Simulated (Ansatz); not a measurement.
The relaxed structure here is a generated cell of Y3Ge: the first start was made by placing the elements on the sites of a structure type, and the end was not matched to a known phase here, so it may be hypothetical.

Relaxation of a generated trial cell of Y3Ge in the cementite structure type; 16 atoms in the cell, which starts as Pnma (No. 62), oP16; a = 7.844 Å, b = 10.399 Å, c = 6.970 Å, α = 90.00°, β = 90.00°, γ = 90.00°. These are r2SCAN (plane waves to 500 eV, PAW, scalar-relativistic; Ansatz, a first-principles code) values and carry that method's errors. Γ-centred k-mesh 3×2×3 on the run's cell (coarser than for final values), Fermi–Dirac smearing 0.05 eV. This is the first round of the run. 

The optimiser's lines from the output (shortened; P is positive under compression):

```
relax step   1: F+E_penalty+E_count = -63533.67427864 eV  Δ(F+E_penalty+E_count) = +0.000e0 eV  max|allowed force component| = 3.598e-1 eV/Å  Δτ_max = 0.0000 Å  P = -8.105 GPa  Ω = 568.494 Å³  (8 SCF iters, dr2 threshold 1.00e-7 eV, accepted)
relax step   2: F+E_penalty+E_count = -63536.65391663 eV  Δ(F+E_penalty+E_count) = -2.980e0 eV  max|allowed force component| = 3.215e-1 eV/Å  Δτ_max = 0.0725 Å  P = -3.430 GPa  Ω = 496.890 Å³  (8 SCF iters, dr2 threshold 1.60e-6 eV, accepted)
relax step   3: F+E_penalty+E_count = -63537.38557838 eV  Δ(F+E_penalty+E_count) = -7.317e-1 eV  max|allowed force component| = 2.439e-1 eV/Å  Δτ_max = 0.1072 Å  P = +1.270 GPa  Ω = 450.672 Å³  (8 SCF iters, dr2 threshold 1.60e-6 eV, accepted)
relax step   4: F+E_penalty+E_count = -63537.48818159 eV  Δ(F+E_penalty+E_count) = -1.026e-1 eV  max|allowed force component| = 5.008e-2 eV/Å  Δτ_max = 0.0643 Å  P = +0.482 GPa  Ω = 452.431 Å³  (7 SCF iters, dr2 threshold 1.60e-6 eV, accepted)
relax step   5: F+E_penalty+E_count = -63537.49951752 eV  Δ(F+E_penalty+E_count) = -1.134e-2 eV  max|allowed force component| = 7.184e-2 eV/Å  Δτ_max = 0.0305 Å  P = -0.140 GPa  Ω = 455.505 Å³  (6 SCF iters, dr2 threshold 1.60e-6 eV, accepted)
relax step   6: F+E_penalty+E_count = -63537.51829856 eV  Δ(F+E_penalty+E_count) = -1.878e-2 eV  max|allowed force component| = 8.959e-3 eV/Å  Δτ_max = 0.0247 Å  P = +0.040 GPa  Ω = 454.536 Å³  (6 SCF iters, dr2 threshold 1.13e-6 eV, accepted)
relax step   7: F+E_penalty+E_count = -63537.51857032 eV  Δ(F+E_penalty+E_count) = -2.718e-4 eV  max|allowed force component| = 3.165e-3 eV/Å  Δτ_max = 0.0033 Å  P = -0.003 GPa  Ω = 454.921 Å³  (7 SCF iters, dr2 threshold 1.84e-8 eV, accepted)
relax step   8: F+E_penalty+E_count = -63537.50611843 eV  Δ(F+E_penalty+E_count) = +1.245e-2 eV  max|allowed force component| = 3.068e-3 eV/Å  Δτ_max = 0.0000 Å  P = -0.017 GPa  Ω = 454.921 Å³  stress off target by 2.18e-2 GPa  SCF on the basis re-selected at this cell (its energy is not comparable with the rows above)  (8 SCF iters)
relax step   9: F+E_penalty+E_count = -63537.50618561 eV  Δ(F+E_penalty+E_count) = -6.717e-5 eV  max|allowed force component| = 4.365e-3 eV/Å  Δτ_max = 0.0029 Å  P = -0.007 GPa  Ω = 454.747 Å³  (7 SCF iters, dr2 threshold 1.19e-9 eV, accepted)
relax step  10: F+E_penalty+E_count = -63537.50614884 eV  Δ(F+E_penalty+E_count) = +3.677e-5 eV  max|allowed force component| = 4.353e-3 eV/Å  Δτ_max = 0.0000 Å  P = -0.007 GPa  Ω = 454.747 Å³  stress off target by 1.98e-2 GPa  SCF on the basis re-selected at this cell (its energy is not comparable with the rows above)  (6 SCF iters)
```

From the first to the last row the energy changes by -0.24 eV/atom and the volume by -20.0 %. The last row is marked as not comparable with the walk above it, whose basis was carried along; it does compare with step 1, since both stand on a basis selected at the nominal cutoff for their own cell.

Later rounds, restarted from the end of this one on a renewed k-mesh, logged 4 more steps and released under 0.01 eV/atom more. The final structure after all rounds: Pnma (No. 62), oP16, AFLOW prototype AB3_oP16_62_c_cd (D0_11, as in Fe3C); a = 7.7213 Å, b = 9.2681 Å, c = 6.3610 Å, α = β = γ = 90.00°. Between re-selections the logged energies stand on a plane-wave basis carried along with the cell. No spin polarisation in the result.

The run could not lose the symmetry of its start, so the end can be a saddle point.
